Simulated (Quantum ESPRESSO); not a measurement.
# W4Sn4: one run as intended and one with a planted mistake

Computed values, not a measurement. The program is pw.x of Quantum ESPRESSO 7.5 (plane-wave density functional theory). The cell is made up: eight metal atoms on a face-centred cubic lattice, with elements, volume, strain and displacements drawn at random and not relaxed, so it may be unstable or far from any real phase. PseudoDojo standard norm-conserving files set the functional (PBE unless stated); there is no spin polarisation or spin-orbit coupling, the Fermi-Dirac width of 0.25 eV means electrons at about 2900 K, and the masses in the input are unused placeholders. The tin pseudopotential is less sure than most, with forces differing by about three percent from a second method on plain tin. Heavy elements are run without spin-orbit coupling, which real alloys of them have. A spin test at this wide smearing found no moment, but such smearing suppresses magnetism that the real alloy may have.

Intended input:

```
&control calculation='scf', pseudo_dir='./dojo.nc.sr.pbe.v0_5.standard.upf', outdir='./o', disk_io='minimal', tprnfor=.true., tstress=.true. /
&system ibrav=0, nat=8, ntyp=2, nbnd=69, ecutwfc=74.01313486, nosym=.true., tot_charge=0,
 occupations='smearing', smearing='fd', degauss=0.0183746611
/
&electrons conv_thr=1.470e-08, electron_maxstep=70, mixing_beta=0.5 /
ATOMIC_SPECIES
Sn 1.0 Sn.upf
W 1.0 W.upf
CELL_PARAMETERS angstrom
0.0396 -2.2149 -2.2367
2.2051 4.329 -2.1756
8.6749 -4.3262 4.2114
ATOMIC_POSITIONS angstrom
W -0.0191 0.0179 -0.0067
Sn 4.3466 -2.194 2.1107
W 4.3755 -0.0069 -0.0658
Sn 8.7041 -2.2161 2.0163
Sn 2.1777 -2.135 -0.0687
W 6.5426 -4.3352 2.0569
Sn 2.1621 -0.0526 -2.2242
W 6.5314 -2.1791 -0.1367
K_POINTS automatic
8 5 3 1 1 1
```

The log is shortened where brackets say so; the opening notice, blank lines, dates and the lines on written files are dropped, and the path of the files is cut. It prints rydbergs, bohrs and kilobars, and counts compression as positive stress. Its total energy is the free energy E - TS of the whole cell.

Log of the intended run:

```
     Program PWSCF v.7.5
     Parallel version (MPI & OpenMP), running on       4 processor cores
     Number of MPI processes:                 4
     Threads/MPI process:                     1
     [start-up lines left out]
     bravais-lattice index     =            0
     lattice parameter (alat)  =       5.9489  a.u.
     unit-cell volume          =    1134.0831 (a.u.)^3
     number of atoms/cell      =            8
     number of atomic types    =            2
     number of electrons       =       112.00
     number of Kohn-Sham states=           69
     kinetic-energy cutoff     =      74.0131  Ry
     charge density cutoff     =     296.0525  Ry
     scf convergence threshold =      1.5E-08
     mixing beta               =       0.5000
     number of iterations used =            8  plain     mixing
     Exchange-correlation= PBE
                           (   1   4   3   4   0   0   0)
     [axes and pseudopotential details left out]
   Cartesian axes
     site n.     atom                  positions (alat units)
         1        W      tau(   1) = (  -0.0060673   0.0056861  -0.0021283  )
         2        Sn     tau(   2) = (   1.3807307  -0.6969408   0.6704800  )
         3        W      tau(   3) = (   1.3899110  -0.0021918  -0.0209019  )
         4        Sn     tau(   4) = (   2.7649238  -0.7039611   0.6404931  )
         5        Sn     tau(   5) = (   0.6917630  -0.6781990  -0.0218231  )
         6        W      tau(   6) = (   2.0783068  -1.3771094   0.6533900  )
         7        Sn     tau(   7) = (   0.6868076  -0.0167088  -0.7065341  )
         8        W      tau(   8) = (   2.0747491  -0.6922077  -0.0434238  )
     number of k points=    60  Fermi-Dirac smearing, width (Ry)=  0.0184
                       cart. coord. in units 2pi/alat
        k(    1) = (   0.0911988  -0.0114390  -0.0750235), wk =   0.0333333
        k(    2) = (  -0.0898983   0.0490790  -0.1381578), wk =   0.0333333
     [further k points left out]
     Dense  grid:    97597 G-vectors     FFT dimensions: (  36,  60, 120)
     Estimated max dynamical RAM per process >     363.05 MB
     Estimated total dynamical RAM >       1.35 GB
     Initial potential from superposition of free atoms
     starting charge     111.9918, renormalised to     112.0000
     Starting wfcs are   76 randomized atomic wfcs
     total cpu time spent up to now is        6.1 secs
     per-process dynamical memory:   291.0 Mb
     Self-consistent Calculation
     iteration #  1     ecut=    74.01 Ry     beta= 0.50
     Davidson diagonalization with overlap
     ethr =  1.00E-02,  avg # of iterations =  2.4
     Threshold (ethr) on eigenvalues was too large:
     Diagonalizing with lowered threshold
     Davidson diagonalization with overlap
     ethr =  2.01E-04,  avg # of iterations =  5.1
     total cpu time spent up to now is       35.9 secs
     total energy              =   -1236.80829295 Ry
     estimated scf accuracy    <       0.24898291 Ry
     iteration #  2     ecut=    74.01 Ry     beta= 0.50
     Davidson diagonalization with overlap
     ethr =  2.22E-04,  avg # of iterations =  5.9
     total cpu time spent up to now is       52.0 secs
     total energy              =   -1236.59717755 Ry
     estimated scf accuracy    <       3.38038201 Ry
     [iterations 3 to 14 left out]
     iteration # 15     ecut=    74.01 Ry     beta= 0.50
     Davidson diagonalization with overlap
     ethr =  1.50E-10,  avg # of iterations =  1.0
     total cpu time spent up to now is      225.7 secs
     total energy              =   -1236.87099097 Ry
     estimated scf accuracy    <       0.00000015 Ry
     iteration # 16     ecut=    74.01 Ry     beta= 0.50
     Davidson diagonalization with overlap
     ethr =  1.33E-10,  avg # of iterations =  1.0
     total cpu time spent up to now is      236.6 secs
     End of self-consistent calculation
     [lines on levels left out]
!    total energy              =   -1236.87099097 Ry
     estimated scf accuracy    <          4.7E-09 Ry
     smearing contrib. (-TS)   =      -0.10648682 Ry
     internal energy E=F+TS    =   -1236.76450415 Ry
     The total energy is F=E-TS. E is the sum of the following terms:
     one-electron contribution =    -256.70121076 Ry
     hartree contribution      =     196.43535863 Ry
     xc contribution           =    -308.40045102 Ry
     ewald contribution        =    -868.09820100 Ry
     convergence has been achieved in  16 iterations
     Forces acting on atoms (cartesian axes, Ry/au):
     atom    1 type  2   force =    -0.03623051    0.01378475   -0.02400007
     atom    2 type  1   force =     0.03967245   -0.01238104    0.01794086
     atom    3 type  2   force =     0.03069582   -0.01799474    0.02402904
     atom    4 type  1   force =    -0.04881225    0.03146790   -0.02598906
     atom    5 type  1   force =    -0.00460381    0.00936055   -0.01150979
     atom    6 type  2   force =    -0.00774394   -0.00904634    0.00783531
     atom    7 type  1   force =     0.02093809   -0.01738417    0.01569801
     atom    8 type  2   force =     0.00608416    0.00219308   -0.00400430
     Total force =     0.107279     Total SCF correction =     0.000449
     Computing stress (Cartesian axis) and pressure
          total   stress  (Ry/bohr**3)                   (kbar)     P=     -128.42
  -0.00092165  -0.00007690   0.00012081         -135.58      -11.31       17.77
  -0.00007690  -0.00082837   0.00015513          -11.31     -121.86       22.82
   0.00012081   0.00015513  -0.00086894           17.77       22.82     -127.83
     init_run     :      5.65s CPU      5.89s WALL (       1 calls)
     electrons    :    226.17s CPU    230.49s WALL (       1 calls)
     forces       :      2.36s CPU      2.37s WALL (       1 calls)
     stress       :      8.21s CPU      8.22s WALL (       1 calls)
     [timing details left out]
     PWSCF        :   4m 2.68s CPU   4m 7.28s WALL
     JOB DONE.
```

A second run has one planted mistake: the cell and the positions are scaled by a wrong factor. The input lines that differ:

```
- 0.0396 -2.2149 -2.2367
- 2.2051 4.329 -2.1756
- 8.6749 -4.3262 4.2114
+ 0.0403 -2.2539 -2.2761
+ 2.2439 4.4052 -2.2139
+ 8.8276 -4.4023 4.2855
- W -0.0191 0.0179 -0.0067
- Sn 4.3466 -2.194 2.1107
- W 4.3755 -0.0069 -0.0658
- Sn 8.7041 -2.2161 2.0163
- Sn 2.1777 -2.135 -0.0687
- W 6.5426 -4.3352 2.0569
- Sn 2.1621 -0.0526 -2.2242
- W 6.5314 -2.1791 -0.1367
+ W -0.0194 0.0182 -0.0068
+ Sn 4.4231 -2.2326 2.1478
+ W 4.4525 -0.007 -0.067
+ Sn 8.8573 -2.2551 2.0518
+ Sn 2.216 -2.1726 -0.0699
+ W 6.6577 -4.4115 2.0931
+ Sn 2.2002 -0.0535 -2.2633
+ W 6.6464 -2.2175 -0.1391
```

Its log:

```
     Program PWSCF v.7.5
     Parallel version (MPI & OpenMP), running on       4 processor cores
     Number of MPI processes:                 4
     Threads/MPI process:                     1
     [start-up lines left out]
     bravais-lattice index     =            0
     lattice parameter (alat)  =       6.0537  a.u.
     unit-cell volume          =    1195.0390 (a.u.)^3
     number of atoms/cell      =            8
     number of atomic types    =            2
     number of electrons       =       112.00
     number of Kohn-Sham states=           69
     kinetic-energy cutoff     =      74.0131  Ry
     charge density cutoff     =     296.0525  Ry
     scf convergence threshold =      1.5E-08
     mixing beta               =       0.5000
     number of iterations used =            8  plain     mixing
     Exchange-correlation= PBE
                           (   1   4   3   4   0   0   0)
     [axes and pseudopotential details left out]
   Cartesian axes
     site n.     atom                  positions (alat units)
         1        W      tau(   1) = (  -0.0060559   0.0056813  -0.0021227  )
         2        Sn     tau(   2) = (   1.3807148  -0.6969284   0.6704572  )
         3        W      tau(   3) = (   1.3898923  -0.0021851  -0.0209147  )
         4        Sn     tau(   4) = (   2.7648945  -0.7039520   0.6404898  )
         5        Sn     tau(   5) = (   0.6917465  -0.6781988  -0.0218200  )
         6        W      tau(   6) = (   2.0782674  -1.3770937   0.6533820  )
         7        Sn     tau(   7) = (   0.6868144  -0.0167006  -0.7065117  )
         8        W      tau(   8) = (   2.0747400  -0.6922147  -0.0434215  )
     number of k points=    60  Fermi-Dirac smearing, width (Ry)=  0.0184
                       cart. coord. in units 2pi/alat
        k(    1) = (   0.0911995  -0.0114385  -0.0750236), wk =   0.0333333
        k(    2) = (  -0.0899000   0.0490799  -0.1381582), wk =   0.0333333
     [further k points left out]
     Dense  grid:   102817 G-vectors     FFT dimensions: (  36,  60, 120)
     Estimated max dynamical RAM per process >     381.20 MB
     Estimated total dynamical RAM >       1.42 GB
     Initial potential from superposition of free atoms
     starting charge     111.9918, renormalised to     112.0000
     Starting wfcs are   76 randomized atomic wfcs
     total cpu time spent up to now is        6.5 secs
     per-process dynamical memory:   314.1 Mb
     Self-consistent Calculation
     iteration #  1     ecut=    74.01 Ry     beta= 0.50
     Davidson diagonalization with overlap
     ethr =  1.00E-02,  avg # of iterations =  2.3
     Threshold (ethr) on eigenvalues was too large:
     Diagonalizing with lowered threshold
     Davidson diagonalization with overlap
     ethr =  1.78E-04,  avg # of iterations =  5.2
     total cpu time spent up to now is       37.0 secs
     total energy              =   -1236.75761677 Ry
     estimated scf accuracy    <       0.23004666 Ry
     iteration #  2     ecut=    74.01 Ry     beta= 0.50
     Davidson diagonalization with overlap
     ethr =  2.05E-04,  avg # of iterations =  5.2
     total cpu time spent up to now is       53.2 secs
     total energy              =   -1236.57136110 Ry
     estimated scf accuracy    <       2.88562191 Ry
     [iterations 3 to 15 left out]
     iteration # 16     ecut=    74.01 Ry     beta= 0.50
     Davidson diagonalization with overlap
     ethr =  1.41E-11,  avg # of iterations =  2.1
     total cpu time spent up to now is      244.7 secs
     total energy              =   -1236.80848373 Ry
     estimated scf accuracy    <       0.00000007 Ry
     iteration # 17     ecut=    74.01 Ry     beta= 0.50
     Davidson diagonalization with overlap
     ethr =  1.41E-11,  avg # of iterations =  1.4
     total cpu time spent up to now is      256.5 secs
     End of self-consistent calculation
     [lines on levels left out]
!    total energy              =   -1236.80848373 Ry
     estimated scf accuracy    <          7.8E-10 Ry
     smearing contrib. (-TS)   =      -0.11458428 Ry
     internal energy E=F+TS    =   -1236.69389945 Ry
     The total energy is F=E-TS. E is the sum of the following terms:
     one-electron contribution =    -279.06515491 Ry
     hartree contribution      =     203.50254551 Ry
     xc contribution           =    -308.05085096 Ry
     ewald contribution        =    -853.08043909 Ry
     convergence has been achieved in  17 iterations
     Forces acting on atoms (cartesian axes, Ry/au):
     atom    1 type  2   force =    -0.03715919    0.01593803   -0.02527414
     atom    2 type  1   force =     0.03767866   -0.01270453    0.01728122
     atom    3 type  2   force =     0.03331122   -0.01925547    0.02474984
     atom    4 type  1   force =    -0.04552143    0.02779211   -0.02392204
     atom    5 type  1   force =    -0.00411212    0.01022050   -0.01152544
     atom    6 type  2   force =    -0.00569178   -0.00993778    0.00947117
     atom    7 type  1   force =     0.01742386   -0.01706007    0.01521982
     atom    8 type  2   force =     0.00407079    0.00500721   -0.00600042
     Total force =     0.105082     Total SCF correction =     0.000159
     Computing stress (Cartesian axis) and pressure
          total   stress  (Ry/bohr**3)                   (kbar)     P=     -170.86
  -0.00119479  -0.00006653   0.00008532         -175.76       -9.79       12.55
  -0.00006653  -0.00112861   0.00013353           -9.79     -166.02       19.64
   0.00008532   0.00013353  -0.00116106           12.55       19.64     -170.80
     init_run     :      6.12s CPU      6.36s WALL (       1 calls)
     electrons    :    244.58s CPU    250.04s WALL (       1 calls)
     forces       :      2.52s CPU      2.53s WALL (       1 calls)
     stress       :      8.43s CPU      8.62s WALL (       1 calls)
     [timing details left out]
     PWSCF        :   4m21.74s CPU   4m27.72s WALL
     JOB DONE.
```

|  | intended run | run with the mistake |
| --- | --- | --- |
| free energy (eV) | -16828.487 | -16827.637 |
| entropy term -TS, part of it (eV) | -1.449 | -1.559 |
| pressure (GPa) | -12.84 | -17.09 |
| size of the largest force component (eV/Å) | 1.255 | 1.170 |
| largest change of a force component (eV/Å) |  | 0.095 |
| iterations | 16 | 17 |

For scale, a rerun of the intended cell at a higher cutoff and on a denser mesh moved values by no more than 0.006 eV in energy, 0.05 GPa in stress and 0.006 eV/Å in force, and a second program with other atomic files agreed on that cell to 2 % rms in force and 0.5 GPa in pressure.